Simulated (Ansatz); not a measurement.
**CsH (Fm-3m), a vibration from a frozen displacement**

Method: Ansatz, DFT LDA, scalar-relativistic, plane waves, PAW. Settings: plane waves to 420 eV, k-mesh 8×8×8 (Γ-centred), Gaussian smearing 0.05 eV. Spin–orbit coupling is left out, which matters for the heavy elements here. No spin polarisation. Energies are free energies at this smearing, counted from the undisturbed cell; pressure is positive in compression.

Reference structure (as given, not relaxed at this level; it stands at -1.3 GPa):

```xyz
2
Lattice="0.0000 3.1880 3.1880 3.1880 0.0000 3.1880 3.1880 3.1880 0.0000" Properties=species:S:1:pos:R:3 pbc="T T T"
Cs    0.0000    0.0000    0.0000
H     3.1880    3.1880    3.1880
```

Every Cs atom is moved by x along the Cartesian unit vector (0.000, 0.000, 1.000); the cell and all other atoms stay fixed. The cell's volume is 64.80 Å³; the moved atoms weigh 132.905 u together and the others 1.008 u. Some rows repeat others by symmetry and weren't run.

| x (Å) | ΔE (meV/cell) | total force on the moved atoms along the move (eV/Å) | pressure (GPa) |
| --- | --- | --- | --- |
| -0.5000 | 77.84 | 0.3989 | -0.6603 |
| -0.4375 | 55.69 | 0.3126 | -0.8117 |
| -0.3750 | 38.45 | 0.2413 | -0.9366 |
| -0.3125 | 25.26 | 0.1825 | -1.0377 |
| -0.2500 | 15.42 | 0.1340 | -1.1173 |
| -0.1875 | 8.35 | 0.0935 | -1.1773 |
| -0.1250 | 3.61 | 0.0590 | -1.2190 |
| -0.0625 | 0.89 | 0.0285 | -1.2437 |
| 0.0000 | 0.00 | 0.0000 | -1.2518 |
| 0.0625 | 0.89 | -0.0285 | -1.2437 |
| 0.1250 | 3.61 | -0.0590 | -1.2190 |
| 0.1875 | 8.35 | -0.0935 | -1.1773 |
| 0.2500 | 15.42 | -0.1340 | -1.1173 |
| 0.3125 | 25.26 | -0.1825 | -1.0377 |
| 0.3750 | 38.45 | -0.2413 | -0.9366 |
| 0.4375 | 55.69 | -0.3126 | -0.8117 |
| 0.5000 | 77.84 | -0.3989 | -0.6603 |

Q: What frequency belongs to this motion?

A: The force constant is k = −dF/dx = 0.456 eV/Å², from the parabola through x = -0.0625, 0 and 0.0625. In every cell the moved atoms swing against the rest, so the mass is μ = m₁m₂/(m₁ + m₂) = 1.000 u, and ν̃ = 521.5 cm⁻¹ × √(|k|/μ) = 352 cm⁻¹, at this cell's pressure of -1.3 GPa. To first order in x, and within 1 %, the force on every atom lies along the move and, within each of the two groups, in proportion to the atom's mass, so this is itself a mode at the zone centre of this cell, taken without macroscopic field (the transverse frequency in a polar insulator).

Q: How far does the harmonic law reach?

A: At x = -0.500 Å, kx²/2 = 57.00 meV against the computed 77.84 meV (+36.6 %): the well stiffens in this direction at large amplitude.

Q: The pressure changes with x². What does that say about the frequency under compression?

A: With E = k(V)x²/2, k ∝ V^(−2γ) and x scaling with the cell as V^(1/3), P − P0 = −∂E/∂V = (2γ − 2/3) ΔE/V. At x = 0.1250 Å, V(P − P0) = 64.80 × 0.03278 / 160.2 eV = 13.26 meV and ΔE = 3.61 meV, so γ = 1/3 + V(P − P0)/(2ΔE) = 2.17. This is the Grüneisen parameter of the motion under uniform scaling of the cell: shrinking the cell evenly by 1 % in volume raises the frequency by about 2.17 %.